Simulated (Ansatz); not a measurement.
Rb₃AsF₆:
```yaml
crystal:
  lattice:
    - [0.00000, 4.65817, 4.65817]
    - [4.65817, 0.00000, 4.65817]
    - [4.65817, 4.65817, 0.00000]
  atoms:
    - { symbol: Rb, position: [0.75000, 0.75000, 0.75000] }
    - { symbol: Rb, position: [0.25000, 0.25000, 0.25000] }
    - { symbol: Rb, position: [0.50000, 0.50000, 0.50000] }
    - { symbol: As, position: [0.00000, 0.00000, 0.00000] }
    - { symbol: F, position: [0.78025, 0.21975, 0.21975] }
    - { symbol: F, position: [0.21975, 0.78025, 0.78025] }
    - { symbol: F, position: [0.21975, 0.78025, 0.21975] }
    - { symbol: F, position: [0.78025, 0.21975, 0.78025] }
    - { symbol: F, position: [0.21975, 0.21975, 0.78025] }
    - { symbol: F, position: [0.78025, 0.78025, 0.21975] }
```

Relaxed with r²SCAN. Special points in fractions of this cell's reciprocal vectors: Γ (0.000, 0.000, 0.000); X (0.500, 0.000, 0.500); U (0.625, 0.250, 0.625); K (0.375, 0.375, 0.750); L (0.500, 0.500, 0.500); W (0.500, 0.250, 0.750).

Question: List the band energies nearest the valence-band maximum at these points for r²SCAN in the plane-wave PAW code Ansatz.

Answer: In eV from the valence-band maximum; about four levels below and three above (degenerate sets whole), none deeper than 8.9 eV; points with the same levels are listed once.

```tsv
k	below	above
Γ	-3.07 -3.07 -3.07 -0.46	4.59 5.40 5.40 5.40
X	-3.28 -3.28 -3.08 -0.32	5.25 5.71 5.71
U	-3.23 -3.22 -3.11 -0.20	5.38 5.39 5.62
L	-3.15 -3.15 -3.14 0.00	4.80 5.44 5.44
W	-3.28 -3.15 -3.15 -0.20	5.41 5.50 5.50
```

Space group Fm-3m. The first step of the workflow began from a Materials Project structure, measured or hypothetical; the Crystallography Open Database copy checked does not list it. Its standing as an ambient phase is unchecked. The cell was relaxed with r²SCAN under the symmetry of its start; its stability against distortions is not shown here. Spin–orbit coupling is left out wherever it is not named.

Potentials: the later of the program's two PAW sets.
